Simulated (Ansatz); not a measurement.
**Al: two-dimensional strain map**

The calculation used DFT PBEsol+D3(BJ), scalar-relativistic, plane waves, PAW in Ansatz. The runs took a 420 eV cutoff, a Γ-centred 18×18×10 mesh and Gaussian smearing (0.15 eV). No spin polarisation. Energies are free energies at this smearing, counted from the undisturbed cell; pressure is positive in compression.

The starting cell (as given, not relaxed at this level; it stands at -4.5 GPa; this form isn't the usual structure):

```
Al
1.0
     2.81246    0.00000    0.00000
    -1.40623    2.43566    0.00000
     0.00000    0.00000    4.86685
Al
2
Direct
  0.66667 0.33333 0.75000
  0.33333 0.66667 0.25000
```

The cell is strained by p along both x and y and by q along z, fractional coordinates fixed. Points are written (p, q).

Energy above the undisturbed cell in meV/atom (a dash: not computed):

```
 p \ q  -0.050  -0.025  0.000  0.025  0.050
-0.050    28.2    19.1      ?   29.0   43.6
-0.025   -10.0   -12.5   -6.2      ?   26.8
 0.000   -17.5   -11.9    0.0   18.2   42.0
 0.025    -2.7    11.3      ?   53.3      ?
 0.050    31.4    51.1   77.0  106.1  137.4
```

(1) Fill in the withheld energies.

Answers

(1) (-0.050, 0.000): 20.4; (-0.025, 0.025): 7.7; (0.025, 0.000): 30.4; (0.025, 0.050): 80.6.